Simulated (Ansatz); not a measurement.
The relaxed structure here is a generated cell of CrB4: the first start was made by placing the elements on the sites of a structure type, and the end was not matched to a known phase here, so it may be hypothetical.

One starting cell of CrB4 (a generated cell, CrB4 built in the AFLOW prototype AB4_tI10_87_a_h (D1_a, as in Ni4Mo)) was relaxed twice with Ansatz (plane waves, PAW, scalar-relativistic): with r2SCAN at 500 eV and with PBE at 420 eV. The r2SCAN result:

```
CrB4
1.0
   -2.53262     2.53262     1.32668
    2.53262    -2.53262     1.32668
    2.53262     2.53262    -1.32668
Cr B
1 4
Direct
  0.00000   0.00000   0.00000
  0.60837   0.84073   0.44911
  0.39163   0.15927   0.55089
  0.84073   0.39163   0.23236
  0.15927   0.60837   0.76764
```

| quantity | r2SCAN | PBE |
|---|---|---|
| space group | I4/m | I4/m |
| volume (Å³/atom) | 6.81 | 6.89 |
| a (Å) | 5.065 | 5.087 |
| c (Å) | 2.653 | 2.664 |
| gap (eV, no spin-orbit coupling) | 0.00 | 0.00 |

Both levels end in the same structure; PBE's volume is 1.3 % larger. Neither column is exact.

No spin polarisation in the result. A magnetic state may lie lower.

The run could not lose the symmetry of its start: the end is stationary, and may be a saddle point rather than a minimum.

Ansatz is a program for electronic structure.
